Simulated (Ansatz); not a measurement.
Sn4Se3S: rattling a relaxed structure

It was reached by relaxing an invented guess, and it needn't be the stable form of this composition.

All numbers below come from DFT PBE, scalar-relativistic, plane waves, PAW (Ansatz 0.2.0). Cutoff 420 eV; k points 4×10×10 on the computed 8-atom cell (Γ-centred); Gaussian smearing, width 0.02 eV; no spin polarisation.

The cell below (8 atoms, space group Amm2 (No. 38)) is relaxed within its symmetry.

```
Sn Se S
1.0
     8.51484    0.00000    0.00000
     0.00000    2.12590    5.98383
     0.00000   -2.12590    5.98383
Sn Se S
4 3 1
Direct
  0.00000 0.13100 0.13100
  0.50000 0.12974 0.12974
  0.74081 0.87236 0.87236
  0.25919 0.87236 0.87236
  0.00000 0.35982 0.35982
  0.74908 0.64381 0.64381
  0.25093 0.64381 0.64381
  0.50000 0.34709 0.34709
```

For the test it was strained at random (σ = 1.5 % a component), the atoms were moved at random (σ = 0.15 Å), and all was relaxed again on a coarse 4×4×2 mesh (in the run’s order of axes) with 0.10 eV smearing, with no symmetry imposed.

No dispersion correction is applied, so the spacing and binding between layers, chains or molecules are poorly described.

Question: Is the structure stable against such a distortion?

Answer: It doesn't return. The energy falls by 7 meV/atom on that mesh, the volume changes by 2.0 %, and the end has space group Cm (No. 8) at a loose tolerance. Relaxed again on an 8×8×4 mesh with 0.02 eV smearing, the new structure lies 9 meV/atom below the first (mesh in the axes of the run's cell; the cell below is made exact in the group named). Space group Cm (No. 8), monoclinic, a = 11.886 Å, b = 4.201 Å, c = 8.879 Å, β = 90.0°. Around Sn on its first site lie 3 Se at 2.75–2.85 Å and 2 Se at 3.31 Å; Sn on its second site has 1 S at 2.62 Å, 2 Se at 2.84 Å and 2 Se at 3.28 Å; Se on its first site is surrounded by 3 Sn at 2.75–2.84 Å; S has 3 Sn at 2.62–2.74 Å; 4 more sites not described.

```xyz
8
Lattice="5.9431 -2.1007 0.0000 5.9431 2.1007 0.0000 -0.0076 0.0000 8.8786" Properties=species:S:1:pos:R:3 pbc="T T T"
Sn   10.3642    0.0000    8.7358
Sn   10.3730    0.0000    4.3113
Sn    1.4677    0.0000    2.0702
Sn    1.4921    0.0000    6.3558
Se    7.6359    0.0000    0.1693
Se    4.2068    0.0000    2.4103
Se    4.2219    0.0000    6.8253
S     7.7780    0.0000    4.6363
```
